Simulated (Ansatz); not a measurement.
Ansatz (a program for electronic structure) input:

Ansatz 0.2 input:
```yaml
crystal:
  lattice:
    - [0.0, 3.3456001165, 3.3456001165]
    - [3.3456001165, 0.0, 3.3456001165]
    - [3.3456001165, 3.3456001165, 0.0]
  atoms:
    - { symbol: Li, position: [0.75, 0.75, 0.75] }
    - { symbol: Li, position: [0.25, 0.25, 0.25] }
    - { symbol: H, position: [0.7563976416, 0.7563976416, 0.2436023584] }
    - { symbol: H, position: [0.2436023584, 0.2436023584, 0.7563976416] }
    - { symbol: H, position: [0.2436023584, 0.7563976416, 0.7563976416] }
    - { symbol: H, position: [0.7563976416, 0.2436023584, 0.2436023584] }
    - { symbol: H, position: [0.7563976416, 0.2436023584, 0.7563976416] }
    - { symbol: H, position: [0.2436023584, 0.7563976416, 0.2436023584] }
    - { symbol: Pt, position: [0.0, 0.0, 0.0] }
kpoints:
  mp_grid: { grid: [7, 7, 7] }
hamiltonian:
  xc: r2scan
  pseudopotentials: { kind: paw }
scf:
  occupations: { method: fixed }
checkpoint: { read: static.run }
output: { bader: true, populations: true }
```

Output (shortened):

```
Pseudopotentials: kind: paw
Pseudopotential: Li, paw, valence charge 3
Pseudopotential: H, paw, valence charge 1
Pseudopotential: Pt, paw, valence charge 18
Functional definition: r2SCAN
Crystal: 9 atoms, lattice volume = 74.895 Å³
Basis set: ecut = 500 eV, 1917 PW (Γ), exchange–correlation on 144×144×144 points (64 copies of the dense FFT grid, shifted against one another)
Bands: 24, of which v1, the nominal top of the filled ones, is band 15 counted from 1 (14 counted from 0)
Symmetry: 48 space group operations
Space group: Fm-3m (ITA 225), of the structure as read, at distance tolerance 4.2e-5 Å
k-points: 20 of 343
PAW frozen core: Pt, regenerated for the run's functional
Initial density: read from a saved state, or passed on in memory by an earlier SCF of this step, an earlier step, the calling program or the single point that …
Stability of the state it starts from, as read at its close in the unpolarized treatment …
Initial wavefunctions: pseudopotential atomic-orbital guess
Eigensolver: davidson
Functional: x = r2scan, c = r2scan; τ floored in thin density (d = 2e-4 eV/Å³)
iter 1 solved again at ethr=3.96e-8 eV; its pass at ethr=3.10e-3 eV (dr2=1.19e-5 eV) is discarded
SCF iter   1: F=—  HF=-13046.538638 eV  |F-HF|=—  |Δ(HF+E_count)|=         —  Δρ=4.41e-7  dr2=2.51e-10  dr2_τ=1.05e-11  ethr=3.96e-8  ⟨swp⟩=3.6  Hψ=2980  notcnv=0  defer=135
all-band conjugate gradients solve this SCF's bands
preconditioner: auto → none
SCF iter   2: F=-13046.538638 eV  HF=-13046.538638 eV  |F-HF|=4.67e-10  |Δ(HF+E_count)|=   2.10e-8  Δρ=6.67e-7  dr2=5.52e-10  dr2_τ=7.58e-11  ethr=1.00e-12  ⟨swp⟩=9.6  Hψ=2537  notcnv=0
SCF 1 converged in 2 iterations: F = -13046.538638 eV  dr2 = 5.52e-10
SCF converged after 2 iterations
Free energy (F): -13046.538638 eV
Harris-Foulkes:  -13046.538638 eV  (|F-HF|=4.67e-10)
Internal energy: -13046.538638 eV  (E = F + TS)
E sigma→0 (E₀):  -13046.538638 eV
Fermi energy:    2.949719 eV
--- Per-component energies (eV) ---
  E_band       = -665.201270
  E_kinetic    = 762.129032
  E_local      = -3383.327021  (includes V_loc(G=0)·N_el)
  E_nonlocal   = 136.829544
  E_hartree    = 1285.438552
  E_xc         = -328.367820
  E_vxc        = -448.747847  (∫ρ·V_xc dr)
  E_paw        = -9524.378388  (= ΣΔE_a)
  E_vpaw       = -330.973040  (= ΣTr[D̂ρ^β])
  E_aug_tail   = -0.002685  (compensation charges beyond the density's cutoff)
  E_vtau       = 28.015096  (kinetic-family band-sum trace: ∫τ·v_τ [+ j·A + Jᵃ·Aᵃ] dr)
  E_ewald      = -1994.628357
  E_core_change = -0.231494  (= ΣΔE_core)
  E_smearing   =  0.000000  (= −TS)
  E_closure    =  0.000000  (closes the sum)
  Σ components = -13046.538638   (vs F -13046.538638, Δ=0.00e0)
  [band-id]    e_kinetic+e_local+e_nonlocal+2·e_hartree+e_vxc+e_vpaw+e_augmentation_tail+e_vtau = -665.199817   (vs E_band -665.201270, Δ=1.45e-3)
--- Band table (eV; the first three rows and the last of 20) ---
  k-point 0: bands = ["-96.6561", "-50.2206", "-50.2206", "-50.2206", "-42.5419", "-42.5357", "-4.4813", "-1.9976", "-1.9976", "0.7588", "0.7588", "0.7588", "2.5701", "2.5701", "2.5701", "10.2634", "11.1490", "11.1490", "11.1490", "11.4028", "11.4028", "11.9451", "11.9451", "11.9451"]
  k-point 1: bands = ["-96.6561", "-50.2207", "-50.2207", "-50.2207", "-42.5415", "-42.5360", "-4.3188", "-2.0357", "-2.0357", "0.7078", "0.7864", "0.7864", "2.0019", "2.6429", "2.6429", "10.3098", "10.3098", "10.6709", "11.3045", "11.3045", "11.3706", "12.0949", "13.2689", "13.2689"]
  k-point 2: bands = ["-96.6561", "-50.2209", "-50.2207", "-50.2207", "-42.5406", "-42.5368", "-3.8655", "-2.1206", "-2.1206", "0.2691", "0.8745", "0.8745", "1.1768", "2.7675", "2.7675", "9.3876", "9.3876", "10.7472", "11.6235", "11.7524", "11.7524", "13.5478", "14.6568", "14.6568"]
  k-point 19: bands = ["-96.6561", "-50.2209", "-50.2209", "-50.2208", "-42.5387", "-42.5385", "-2.8852", "-2.6123", "-1.9911", "0.5677", "0.6019", "1.0784", "1.1184", "1.3729", "1.8089", "7.8928", "9.7071", "11.9733", "12.4411", "13.8234", "13.8694", "14.1000", "14.6193", "16.0523"]
  band table: 24 of 24 bands, residual norms ≤ 1.0e-3 eV
--- Löwdin populations: 9 sites ---
  site symbol       q [e]
     0     Li      2.3210
     1     Li      2.3210
     2      H      1.2713
     3      H      1.2713
     4      H      1.2713
     5      H      1.2713
     6      H      1.2713
     7      H      1.2713
     8     Pt     17.5136
  spilling = 0.007209 (of n_electrons = 30.000000)
--- Bader charges: 9 sites ---
  site symbol  charge [e]  shift [e]
     0     Li      0.9112     0.0002
     1     Li      0.9112     0.0002
     2      H     -0.2752     0.0007
     3      H     -0.2752     0.0007
     4      H     -0.2752     0.0007
     5      H     -0.2752     0.0007
     6      H     -0.2752     0.0007
     7      H     -0.2752     0.0007
     8     Pt     -0.1714     0.0048
  shift: an alarm, by how much a part of what the PAW files miss would move the charge. Where it is large, compare
  with a run on PAW files of another source; a small one proves nothing
  estimated error of the sums over rays = 2.2e-4 e
```

Cost: very roughly 110 core-seconds on shared cores.

The first step of the workflow began from a Materials Project structure, measured or hypothetical; the Crystallography Open Database copy checked does not list it. Whether it is the stable phase at ambient conditions was not checked. Symmetry was held in the r²SCAN relaxation; its stability against distortions is not shown here. The run is not spin-polarised. Spin–orbit coupling is left out wherever it is not named.

Potentials: the later of the program's two PAW sets.

Ansatz is a plane-wave DFT program.
